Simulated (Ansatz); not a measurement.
AlP:
```
AlP
1.0
    3.57040     0.00000     0.00000
   -1.78520     3.09205     0.00000
    0.00000     0.00000     5.75707
Al P
2 2
Direct
  0.00000   0.00000   0.00000
  0.00000   0.00000   0.50000
  0.33333   0.66667   0.25000
  0.66667   0.33333   0.75000
```

Relaxed with PBEsol.

**Question.** Decompose the optical modes at the zone centre into irreducible representations, and say which are infrared and Raman allowed.

**Answer.** Point group 6/mmm: Γ_opt = A2u + B1g + B2u + E1u + E2g + E2u. Infrared: A2u, E1u. Raman: E2g.

**Question.** Assign frequencies (DFPT, PBEsol (plane waves, PAW; program Ansatz)).

**Answer.** E2u 190, A2u 241, E2g 262, B1g 313, E1u 324, B2u 423 cm⁻¹.

Subscripts of B labels follow the axes of the standard setting.

Space group P6_3/mmc (NiAs type). The start of the workflow was typed in or built on a structure type; neither database checked (COD, Materials Project) lists it. It is not the phase usual at ambient conditions (space group No. 216). The cell was relaxed with PBEsol under the symmetry of its start; of distortions, only those at the zone centre were tested. As this level gives no gap, phonon frequencies hold no LO–TO term and depend on the k-mesh and smearing (Fermi–Dirac, 0.1 eV here).

Potentials: the later of the program's two PAW sets.
